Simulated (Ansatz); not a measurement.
Q: CaO (zinc blende, F-43m) is relaxed with the program Ansatz at the PBE level (PAW). What lattice parameters of the conventional cell result?

A: a = 5.243 Å.

Q: Is it a metal or does it have a gap at this level?

A: A gap of 3.28 eV, indirect.

The start of the workflow was typed in or built on a structure type; neither database checked (COD, Materials Project) lists it. It is not the phase usual at ambient conditions (space group No. 225). Symmetry was held in the PBE relaxation; whether a distortion lowers the energy is not shown.

Potentials: the earlier of the program's two PAW sets.
